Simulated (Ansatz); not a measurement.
Ansatz input

```yaml
crystal:
  lattice:
    - [3.0908805893, 0.0, 0.0]
    - [0.0, 3.0908805893, 0.0]
    - [0.0, 0.0, 3.0908805893]
  atoms:
    - { symbol: Cd, position: [0.0, 0.0, 0.0] }
hamiltonian:
  xc: blyp
  pseudopotentials:
    kind: paw
    azcp:
      Cd: "pseudopotentials/Cd.paw.azcp"
basis:
  ecutwfc: 420
  fft_grid_basis: typed
kpoints:
  mp_grid: { grid: [11, 11, 11], shift: [0, 0, 0] }
magnetization:
  spin_polarized: false
scf:
  occupations: { method: fermi_dirac, width: 0.1 }
  lower_state_search: "off"
output:
  stress: true
```

Output

```
Engine: ansatz 0.2.0, aarch64-unknown-linux-gnu
Pseudopotentials: kind: paw
Pseudopotential: Cd, paw, valence charge 20, recommended cutoff 420 eV (normal) 
Functional definition: BLYP
  parameter beta = 0.0042
  parameter a = 0.04918
  parameter b = 0.132
  parameter c = 0.2533
  parameter d = 0.349
  exchange = b88_x(beta = beta)
  correlation = lyp_c(a = a, b = b, c = c, d = d)
Crystal: 1 atoms, lattice volume = 29.529 Å³
Basis set: ecut = 420 eV, 587 PW (Γ), exchange–correlation on 48×48×48 points (8 copies of the dense FFT grid, shifted against one another)
Bands: 14, of which v1, the nominal top of the filled ones, is band 10 counted from 1 (9 counted from 0)
Symmetry: 48 space group operations
Space group: Pm-3m (ITA 221), of the structure as read, at distance tolerance 3.1e-5 Å
k-points: 56 of 1331
Non-local potential: Cd, projectors of the file, l = 0: 3, l = 1: 2, l = 2: 2, l = 3: 1
PAW form: soft (Blöchl's): semilocal exchange-correlation on the pseudo side does not see the compensation charge
PAW frozen core: Cd, regenerated for the run's functional, and the local potential with it (the file was generated under x = pbe(κ = 0.804, μ = 0.2195149727645171), c = pbe(β = 0.06672455060314922))
PAW one-centre angular grid: Cd, 590 points (default); XC on 64 Gauss nodes
Initial density: superposition of atomic densities (neutral atoms: chi_scale 0, normalization atom), corrected by the library's trained network
Initial wavefunctions: pseudopotential atomic-orbital guess
Functional: x = b88, c = lyp
SCF iter   1: F=—  HF=-8270.082515 eV  |F-HF|=—  |Δ(HF+E_count)|=         —  Δρ=4.56e-3  dr2=4.88e-3  ethr=1.77e-3  ⟨swp⟩=5.5  Hψ=4047  notcnv=0
SCF iter   2: F=—  HF=-8270.082534 eV  |F-HF|=—  |Δ(HF+E_count)|=   1.91e-5  Δρ=2.68e-3  dr2=2.57e-3  ethr=2.44e-5  ⟨swp⟩=1.1  Hψ=1249  notcnv=0
SCF iter   3: F=—  HF=-8270.082954 eV  |F-HF|=—  |Δ(HF+E_count)|=   4.19e-4  Δρ=2.05e-3  dr2=8.87e-4  ethr=1.28e-5  ⟨swp⟩=2.0  Hψ=1094  notcnv=0
SCF iter   4: F=—  HF=-8270.082676 eV  |F-HF|=—  |Δ(HF+E_count)|=   2.77e-4  Δρ=2.28e-4  dr2=7.87e-6  ethr=4.43e-6  ⟨swp⟩=2.9  Hψ=1542  notcnv=0
SCF iter   5: F=—  HF=-8270.082703 eV  |F-HF|=—  |Δ(HF+E_count)|=   2.63e-5  Δρ=1.54e-5  dr2=7.79e-8  ethr=3.94e-8  ⟨swp⟩=2.2  Hψ=1155  notcnv=0
SCF iter   6: F=-8270.082703 eV  HF=-8270.082703 eV  |F-HF|=2.14e-9  |Δ(HF+E_count)|=   1.37e-7  Δρ=1.83e-6  dr2=5.28e-10  ethr=3.90e-10  ⟨swp⟩=2.0  Hψ=2710  notcnv=0
SCF 1 converged in 6 iterations: F = -8270.082703 eV  dr2 = 5.28e-10
SCF converged after 6 iterations
Free energy (F): -8270.082703 eV
Harris-Foulkes:  -8270.082703 eV  (|F-HF|=2.14e-9)
Internal energy: -8270.067656 eV  (E = F + TS)
E sigma→0 (E₀):  -8270.075179 eV
Entropy (-TS):   -0.015047 eV (-15.047 meV/atom)
Fermi energy:    9.943882 eV
--- Per-component energies (eV) ---
  E_band       = -480.275086
  E_kinetic    = 505.294089
  E_local      = -3511.311340  (includes V_loc(G=0)·N_el)
  E_nonlocal   = 28.834086
  E_hartree    = 1625.210999
  E_xc         = -174.839047
  E_vxc        = -218.450169  (∫ρ·V_xc dr)
  E_paw        = -4099.684011  (= ΣΔE_a)
  E_vpaw       = -535.062914  (= ΣTr[D̂ρ^β])
  E_aug_tail   = 0.000013  (compensation charges beyond the density's cutoff)
  E_ewald      = -2643.652942
  E_core_change = 0.080499  (= ΣΔE_core)
  E_smearing   = -0.015047  (= −TS)
  E_closure    = -0.000000  (closes the sum)
  Σ components = -8270.082703   (vs F -8270.082703, Δ=0.00e0)
--- Stress (GPa, compression-positive) ---
        0.721638      -0.000000       0.000000
        0.000000       0.721638       0.000000
        0.000000       0.000000       0.721638
  P = ⅓ Tr σ = 0.7216 GPa (7.216 kbar)
```
